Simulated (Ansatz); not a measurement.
**Calculated with Ansatz: La₂Pd₂Pb, relaxation**

Launch command:

```bash
ansatz run input.yaml --threads 2 --pin off --max-ram 3584MiB --backend cpu --events-out ev --progress --plain --runs-dir out
```

input.yaml:

```yaml
crystal:
  lattice:
    - [7.958262, 0.0, 0.0]
    - [0.0, 7.958262, 0.0]
    - [0.0, 0.0, 3.937243]
  atoms:
    - { symbol: Pd, position: [0.3767, 0.8767, 0.0] }
    - { symbol: Pd, position: [0.1233, 0.3767, 0.0] }
    - { symbol: Pd, position: [0.6233, 0.1233, 0.0] }
    - { symbol: Pd, position: [0.8767, 0.6233, 0.0] }
    - { symbol: Pb, position: [0.0, 0.0, 0.0] }
    - { symbol: Pb, position: [0.5, 0.5, 0.0] }
    - { symbol: La, position: [0.1778, 0.6778, 0.5] }
    - { symbol: La, position: [0.3222, 0.1778, 0.5] }
    - { symbol: La, position: [0.8222, 0.3222, 0.5] }
    - { symbol: La, position: [0.6778, 0.8222, 0.5] }
  symmetry: { tolerance: 0.0003 }
kpoints:
  mp_grid: { grid: [4, 4, 8], shift: [0, 0, 0] }
magnetization:
  spin_polarized: false
scf:
  occupations: { method: fermi_dirac }
  lower_state_search: "off"
hamiltonian:
  pseudopotentials: { kind: paw }
  xc: r2scan
  hubbard:
    projectors: all-electron-ortho-atomic
    sites: [{ species: Pd, l: d, u_eff: 3.17 }]
basis:
  ecutwfc: 500
  fft_grid_basis: typed
relax:
  max_steps: 80
output:
  forces: true
  stress: true
  eigenvalues: true
  bader: true
  populations: true
  elf: true
  write_potential: true
  volumetric_format: npy
  dos:
    e_range: [-12, 8]
    de: 0.05
    projected: { site_lists: { La: [La], Pb: [Pb], Pd: [Pd] } }
  write_density: true
checkpoint:
  read: saved_state
```

Origin of the cell: a database entry, scaled a little.

The smearing width isn't typed, so it takes its default of 0.1 eV.

The saved state is a converged single point of the same cell.

Steps:

```csv
step,ΔF (meV/atom),max force component (eV/Å),SCF iterations,step was
1,0.0,0.053,8,accepted
2,-0.2,0.023,7,accepted
3,-0.2,0.000,7,accepted
```

The starting structure.

Space group P4/mbm (No. 127); the run's cell has a = 7.958 Å, b = 7.958 Å, c = 3.937 Å, α = 90.00°, β = 90.00°, γ = 90.00°. Shortest distances: Pd–Pd 2.78 Å, La–Pd 2.98 Å, Pb–Pd 3.15 Å, La–Pb 3.53 Å.

The relaxed structure.

Space group P4/mbm (No. 127); the run's cell has a = 7.958 Å, b = 7.958 Å, c = 3.937 Å, α = 90.00°, β = 90.00°, γ = 90.00°. Shortest distances: Pd–Pd 2.77 Å, La–Pd 2.97 Å, Pb–Pd 3.16 Å, La–Pb 3.52 Å.

```
CELL_PARAMETERS angstrom
7.95826 0.00000 0.00000
0.00000 7.95826 0.00000
0.00000 0.00000 3.93724
ATOMIC_POSITIONS crystal
Pd 0.37704 0.87704 0.00000
Pd 0.12296 0.37704 0.00000
Pd 0.62296 0.12296 0.00000
Pd 0.87704 0.62296 0.00000
Pb 0.00000 0.00000 0.00000
Pb 0.50000 0.50000 0.00000
La 0.17936 0.67936 0.50000
La 0.32064 0.17936 0.50000
La 0.82064 0.32064 0.50000
La 0.67936 0.82064 0.50000
```

```yaml
Free_energy_lowered_by: 0.2 meV/atom
Final_pressure: 2.62 GPa
Relaxation_steps_listed: 3
```

Caveats: no spin-orbit coupling, though heavy elements are present; the SCF threshold is looser than advised for a stress; the relaxation held the start's symmetry, so the end may be a saddle point.

It ran for 4.4 min on 2 threads of Arm Neoverse V2 (shared host), peak memory 2.5 GiB, from a saved density.
